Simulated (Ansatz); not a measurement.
Input, command and steps of an Ansatz relaxation.

```yaml
crystal:
  lattice:
    - [1.8710586083, -4.9368134226, 0.0]
    - [1.8710586083, 4.9368134226, 0.0]
    - [0.0, 0.0, 3.7168326408]
  atoms:
    - { symbol: Na, position: [0.854, 0.146, 0.75] }
    - { symbol: Na, position: [0.146, 0.854, 0.25] }
    - { symbol: Pd, position: [0.55, 0.45, 0.75] }
    - { symbol: Pd, position: [0.45, 0.55, 0.25] }
basis:
  ecutwfc: 420
kpoints:
  mp_grid: { grid: [6, 6, 6] }
hamiltonian:
  xc: pbe
scf:
  occupations: { method: gaussian, width: 0.1 }
  lower_state_search: "off"
output:
  forces: true
  stress: true
  eigenvalues: true
relax:
  adjacent_minimum: "off"
  f_tol: 0.04
  max_steps: 70
  cell: { stress_tol: 0.4 }
```

```bash
ansatz run input.yaml --threads 1 --pin off --max-ram 2560MiB --backend cpu --events-out ev --progress --plain --runs-dir out
```

Level of theory: Ansatz 0.2.0, DFT PBE, scalar-relativistic, plane waves, PAW.

Of 10 frames 10 are shown, positions in Å and forces in eV/Å; the SCF threshold varies from step to step. Steps run on the plane waves of an earlier cell, with a Pulay correction in the pressure. The basis is chosen afresh for the last frame, the zero of the energies, and at times for earlier ones too; energy and pressure step there, also at an unchanged geometry. Here that happened at step 7 (-5 meV/atom, 0.6 GPa); the frames before carry an error of that size.

```xyz
4
Lattice="1.8711 -4.9368 0.0000 1.8711 4.9368 0.0000 0.0000 0.0000 3.7168" Properties=species:S:1:pos:R:3:forces:R:3 pbc="T T T" step=1 free_energy_over_end_meV_per_atom=894.04 pressure_GPa=41.82
Na    1.8711   -3.4953    2.7876    0.0000    0.9270    0.0000
Na    1.8711    3.4953    0.9292    0.0000   -0.9270    0.0000
Pd    1.8711   -0.4937    2.7876    0.0000   -7.8866    0.0000
Pd    1.8711    0.4937    0.9292    0.0000    7.8866    0.0000
4
Lattice="1.8954 -5.0081 0.0000 1.8954 5.0081 0.0000 0.0000 0.0000 3.8977" Properties=species:S:1:pos:R:3:forces:R:3 pbc="T T T" step=2 free_energy_over_end_meV_per_atom=251.54 pressure_GPa=17.30
Na    1.8954   -3.5297    2.9233    0.0000    0.2815    0.0000
Na    1.8954    3.5297    0.9744    0.0000   -0.2815    0.0000
Pd    1.8954   -0.6270    2.9233    0.0000   -2.8770    0.0000
Pd    1.8954    0.6270    0.9744    0.0000    2.8770    0.0000
4
Lattice="1.9864 -5.2068 0.0000 1.9864 5.2068 0.0000 0.0000 0.0000 3.9555" Properties=species:S:1:pos:R:3:forces:R:3 pbc="T T T" step=3 free_energy_over_end_meV_per_atom=61.68 pressure_GPa=6.18
Na    1.9864   -3.7297    2.9666    0.0000    0.0983    0.0000
Na    1.9864    3.7297    0.9889    0.0000   -0.0983    0.0000
Pd    1.9864   -0.7399    2.9666    0.0000   -1.1523    0.0000
Pd    1.9864    0.7399    0.9889    0.0000    1.1523    0.0000
4
Lattice="2.0779 -5.1774 0.0000 2.0779 5.1774 0.0000 0.0000 0.0000 4.1414" Properties=species:S:1:pos:R:3:forces:R:3 pbc="T T T" step=4 free_energy_over_end_meV_per_atom=12.66 pressure_GPa=-0.89
Na    2.0779   -3.7721    3.1060    0.0000   -0.0472    0.0000
Na    2.0779    3.7721    1.0353    0.0000    0.0472    0.0000
Pd    2.0779   -0.8400    3.1060    0.0000    0.2368    0.0000
Pd    2.0779    0.8400    1.0353    0.0000   -0.2368    0.0000
4
Lattice="2.0658 -5.1784 0.0000 2.0658 5.1784 0.0000 0.0000 0.0000 4.1241" Properties=species:S:1:pos:R:3:forces:R:3 pbc="T T T" step=5 free_energy_over_end_meV_per_atom=10.44 pressure_GPa=-0.12
Na    2.0658   -3.7692    3.0931    0.0000   -0.0148    0.0000
Na    2.0658    3.7692    1.0310    0.0000    0.0148    0.0000
Pd    2.0658   -0.8214    3.0931    0.0000    0.0846    0.0000
Pd    2.0658    0.8214    1.0310    0.0000   -0.0846    0.0000
4
Lattice="2.0639 -5.1772 0.0000 2.0639 5.1772 0.0000 0.0000 0.0000 4.1410" Properties=species:S:1:pos:R:3:forces:R:3 pbc="T T T" step=6 free_energy_over_end_meV_per_atom=10.10 pressure_GPa=0.02
Na    2.0639   -3.7691    3.1057    0.0000    0.0084    0.0000
Na    2.0639    3.7691    1.0352    0.0000   -0.0084    0.0000
Pd    2.0639   -0.8035    3.1057    0.0000    0.0112    0.0000
Pd    2.0639    0.8035    1.0352    0.0000   -0.0112    0.0000
4
Lattice="2.0639 -5.1772 0.0000 2.0639 5.1772 0.0000 0.0000 0.0000 4.1410" Properties=species:S:1:pos:R:3:forces:R:3 pbc="T T T" step=7 free_energy_over_end_meV_per_atom=4.61 pressure_GPa=0.63
Na    2.0639   -3.7691    3.1057    0.0000    0.0085    0.0000
Na    2.0639    3.7691    1.0352    0.0000   -0.0085    0.0000
Pd    2.0639   -0.8035    3.1057    0.0000    0.0117    0.0000
Pd    2.0639    0.8035    1.0352    0.0000   -0.0117    0.0000
4
Lattice="2.0751 -5.1605 0.0000 2.0751 5.1605 0.0000 0.0000 0.0000 4.2132" Properties=species:S:1:pos:R:3:forces:R:3 pbc="T T T" step=8 free_energy_over_end_meV_per_atom=2.42 pressure_GPa=0.34
Na    2.0751   -3.7556    3.1599    0.0000    0.0145    0.0000
Na    2.0751    3.7556    1.0533    0.0000   -0.0145    0.0000
Pd    2.0751   -0.7705    3.1599    0.0000    0.0054    0.0000
Pd    2.0751    0.7705    1.0533    0.0000   -0.0054    0.0000
4
Lattice="2.0850 -5.0944 0.0000 2.0850 5.0944 0.0000 0.0000 0.0000 4.3899" Properties=species:S:1:pos:R:3:forces:R:3 pbc="T T T" step=9 free_energy_over_end_meV_per_atom=0.17 pressure_GPa=-0.08
Na    2.0850   -3.6873    3.2924    0.0000    0.0111    0.0000
Na    2.0850    3.6873    1.0975    0.0000   -0.0111    0.0000
Pd    2.0850   -0.6888    3.2924    0.0000    0.0271    0.0000
Pd    2.0850    0.6888    1.0975    0.0000   -0.0271    0.0000
4
Lattice="2.0850 -5.0944 0.0000 2.0850 5.0944 0.0000 0.0000 0.0000 4.3899" Properties=species:S:1:pos:R:3:forces:R:3 pbc="T T T" step=10 free_energy_over_end_meV_per_atom=0.00 pressure_GPa=-0.10
Na    2.0850   -3.6873    3.2924    0.0000    0.0110    0.0000
Na    2.0850    3.6873    1.0975    0.0000   -0.0110    0.0000
Pd    2.0850   -0.6888    3.2924    0.0000    0.0276    0.0000
Pd    2.0850    0.6888    1.0975    0.0000   -0.0276    0.0000
```

The start puts this composition into another compound's structure type, which needn't suit it. The cell swells from 17.2 to 23.3 Å³ an atom, so the end can be far from any stable crystal. At the end the space group is Cmcm (tolerance 0.05 Å).

Time: 89 s on 1 thread of Arm Neoverse V1 (shared host), peak memory 0.41 GiB.

The k mesh is coarse.